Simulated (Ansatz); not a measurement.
**What moves the field gradients of MoS2 with phosphorus replacing Mo?**

Cell of run 1: a supercell of MoS2 (space group P6_3/mmc) built from a structure deposited in the COD, with all atoms left at the host's positions.

Space group P-6m2 (No. 187); a = 6.3380, c = 12.3240 Å, γ = 120.00°.

```csv
site,Wyckoff,site symmetry,x,y,z
P,1a,-6m2,0.0000,0.0000,0.0000
Mo2,3j,mm2,0.0000,0.5000,0.0000
Mo5,3k,mm2,0.1667,0.8333,0.5000
Mo8,1f,-6m2,0.6667,0.3333,0.5000
S9,2g,3m.,0.0000,0.0000,0.3730
S10,6n,.m.,0.0000,0.5000,0.3730
S13,6n,.m.,0.1667,0.8333,0.8730
S16,2i,3m.,0.6667,0.3333,0.8730
```

One atom of each set is listed.

Relaxed positions (PBE, cell held):

P (0.0000, 0.0000, 0.0000)
Mo2 (0.0007, 0.5003, 0.0000)
Mo5 (0.1667, 0.8333, 0.5000)
Mo8 (0.6667, 0.3333, 0.5000)
S9 (0.0000, 0.0000, 0.3740)
S10 (0.0000, 0.5000, 0.3737)
S13 (0.1641, 0.8359, 0.8777)
S16 (0.6667, 0.3333, 0.8736)

All runs are DFT with Ansatz 0.2.0 (plane waves and PAW, scalar-relativistic unless spin–orbit coupling is named, Γ-centred meshes, Fermi–Dirac smearing where given) in this cell, at cell charge +1.

Run 1: PBE, atoms at the host's positions; 420 eV, 4×4×2 k-points, smearing 0.01 eV.
Run 2: PBE, atoms relaxed; 420 eV, 4×4×2 k-points, smearing 0.01 eV.
Run 3: r2SCAN, at the relaxed atoms; 500 eV, 4×4×2 k-points, smearing 0.01 eV.

```csv
run,P V_zz (η),Mo2 V_zz (η),Mo8 V_zz (η),S10 V_zz (η),S13 V_zz (η)
1,-1.39 (0.00),-10.73 (0.20),-6.44 (0.00),-4.58 (0.01),4.86 (0.94)
2,?,?,?,?,?
3,-1.57 (0.00),-11.43 (0.31),-6.74 (0.00),-4.84 (0.01),5.93 (0.93)
```

V_zz in 10²¹ V/m²; 5 of the 8 sets of like atoms are followed.

**Question.** Estimate the row of run 2.

**Answer.** P: -1.67 (0.00); Mo2: -10.91 (0.41); Mo8: -6.68 (0.00); S10: -4.79 (0.01); S13: 5.55 (0.97). It lies nearest to run 3, from whose tensors on these sites it differs by 0.68 at most (largest principal value of the difference, on Mo2). Taken one at a time, the positions of the atoms (as given or relaxed) move the tensors on these sites by up to 1.23 (largest principal value of the change, on Mo2), the functional (r2SCAN with its higher cutoff) by 0.68 (Mo2). Without a gap such differences can lie within the error of the k-mesh, so this order isn't firm.

The defect repeats with the cell of 24 atoms, so it feels its images: sites between two images don't show the values beside a lone defect, and zeros or small values of η there can come from the images' arrangement. Mo and S carry a gradient in the pure host already, so the values there aren't the defect's effect alone. A uniform background compensates the cell's charge. Without spin–orbit coupling (the program notes it for Mo) the gradients can shift somewhat, as the gap is small. The relaxation keeps the site symmetry -6m2 of the start, so the impurity can't leave its site; a distortion that would localise the partly filled state isn't explored. In run 1 the atoms aren't at the calculated equilibrium (largest force 0.80 eV/Å). In runs 1, 2, 3 the defect cell has no gap above 0.1 eV, so the values hang on the smearing and the k-mesh. The run isn't spin-polarised, and a state with spin may lie lower.
